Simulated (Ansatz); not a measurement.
# Al4Ni3Pd: phonons across the zone

The calculation used DFT PBE, scalar-relativistic, plane waves, PAW (Ansatz 0.2.0). Cutoff 420 eV, 10×10×10 k-points (Γ-centred), Fermi-Dirac smearing of 0.15 eV. No spin polarisation. Phonons by linear response, acoustic sum rule imposed.

Relaxed structure:
```
Al Ni Pd
1.0
    -2.94795    2.94795    2.94795
     2.94795   -2.94795    2.94795
     2.94795    2.94795   -2.94795
Al Ni Pd
4 3 1
Direct
  0.50000 0.00000 0.00000
  0.00000 0.00000 0.50000
  0.50000 0.50000 0.50000
  0.00000 0.50000 0.00000
  0.00000 0.50000 0.50000
  0.50000 0.50000 0.00000
  0.50000 0.00000 0.50000
  0.00000 0.00000 0.00000
```

It was reached by relaxing an invented guess, and it needn't be the stable form of this composition. In a metal, frequencies and elastic constants depend on the k mesh and the smearing, soft modes and shear constants most. The q mesh is coarse, so values between its points are rough.

Force constants from linear response on a 2×2×2 q mesh.

**Question.** Is the structure dynamically stable on this mesh?

**Answer.** Yes, on this mesh: no mode is imaginary.

**Question.** Give the frequencies (cm⁻¹; i marks imaginary ones) at the irreducible q points, in fractions of the reciprocal vectors.

**Answer.**
```tsv
q	star	frequencies
0.000 0.000 0.000	1	0 0 0 108 108 108 110 110 110 163 163 163 218 218 259 259 259 284 297 297 297 350 350 350
0.000 0.000 -0.500	6	62 69 114 117 119 124 126 133 133 145 146 157 236 240 257 266 274 275 289 291 318 320 349 358
-0.500 -0.500 -0.500	1	133 133 133 141 141 141 146 146 146 187 187 187 224 224 224 254 254 254 315 315 327 327 327 393
```
